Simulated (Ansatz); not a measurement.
Consider the following.

ScSi:
```cif
data_Sc2Si2
_chemical_formula_sum 'Sc2 Si2'
_space_group_name_H-M_alt 'P 1'
_space_group_IT_number 1
_cell_length_a 5.33444
_cell_length_b 5.33444
_cell_length_c 3.66074
_cell_angle_alpha 90.000
_cell_angle_beta 90.000
_cell_angle_gamma 136.030
loop_
_space_group_symop_operation_xyz
  'x, y, z'
loop_
_atom_site_label
_atom_site_type_symbol
_atom_site_fract_x
_atom_site_fract_y
_atom_site_fract_z
_atom_site_occupancy
Sc1 Sc 0.13911 0.86089 0.75000 1
Sc2 Sc 0.86089 0.13911 0.25000 1
Si1 Si 0.41919 0.58081 0.75000 1
Si2 Si 0.58081 0.41919 0.25000 1
```

This is the r²SCAN-relaxed structure.

All from plane-wave PAW r²SCAN (Ansatz code), unless another level is named. Estimate the electronic character.

metallic (no gap).

Give the formation energy from the elements (no fitted shifts).

-0.89 eV/atom.

And the density of states at the Fermi level?

0.50 states/eV per atom (mean over ±0.08 eV).

Space group Cmcm. The first step of the workflow began from a Materials Project structure, measured or hypothetical; the Crystallography Open Database copy checked does not list it. Its standing as an ambient phase is unchecked. The cell was relaxed with r²SCAN under the symmetry of its start; of distortions, only those at the zone centre were tested. The run is not spin-polarised. The references are the lowest solids computed at this level, not always the standard phases.

Potentials: the later of the program's two PAW sets.
